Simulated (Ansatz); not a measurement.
# Notes on KCuBi2S4

```xyz
16
Lattice="4.0706 0.0000 0.0000 2.0353 -6.9589 0.0000 0.0000 0.0000 -14.4121" Properties=species:S:1:pos:R:3 pbc="T T T"
Cu    2.0353   -4.8935   -7.4972
Cu    4.0706   -2.0654   -0.2911
Bi    2.0353   -1.5912  -11.8685
Bi    4.0706   -5.3677   -4.6625
S     2.0353   -3.4015   -5.3037
S     4.0706   -3.5574  -12.5097
S     2.0353   -3.2276   -9.1805
S     4.0706   -3.7314   -1.9745
Bi    4.0706   -4.8088  -10.1878
Bi    2.0353   -2.1502   -2.9817
S     2.0353   -6.7251  -11.1622
S     4.0706   -0.2338   -3.9561
K     2.0353   -5.3974  -14.3473
K     4.0706   -1.5616   -7.1412
S     2.0353   -0.9492   -0.0014
S     4.0706   -6.0097   -7.2075
```

The numbers come from plane-wave PAW DFT (Ansatz): PBEsol, no spin polarisation, 420 eV, 8×8×3 Γ-centred k points, fermi-dirac occupations (width 0.1 eV). Nothing was relaxed.

**Question.** Is it stable against the elements?

**Answer.** -0.56 eV an atom against the elements' usual phases (free molecules for gases, crystals otherwise, with no correction for O₂ or N₂), so it is bound against them; other compounds may still compete. Relaxing would lower it.

**Question.** Which atom feels the largest force, and which way?

**Answer.** The largest is on S15 (and as large on other atoms): 0.39 eV/Å, components (0.00, -0.37, -0.13). It makes 61° with the line to a nearest neighbour, Cu2 at 2.34 Å.

**Question.** Which orbitals make up the band edges?

**Answer.** Within 0.7 eV of the edges, the states project mainly on Cu d (47 %) and S p (46 %) below the gap and on Bi p (64 %) and S p (18 %) above it.

**Question.** Is there a gap, and of what kind?

**Answer.** The gap on the k mesh is 0.60 eV; the mesh may miss the band edges, so the true gap of this level can be smaller.

**Question.** Is the cell too large or too small?

**Answer.** The pressure is -2.8 GPa (compression positive), so with the atoms held at these fractions the cell would first shrink. The principal stresses -3.6, -2.7, -2.0 GPa differ, so its shape would change too.

Origin: a database entry at a rescaled volume. Caveats: an odd or shifted mesh can miss the band edges, so this level's true gap may be smaller; no spin-orbit coupling, which can shift this gap by tenths of an eV.
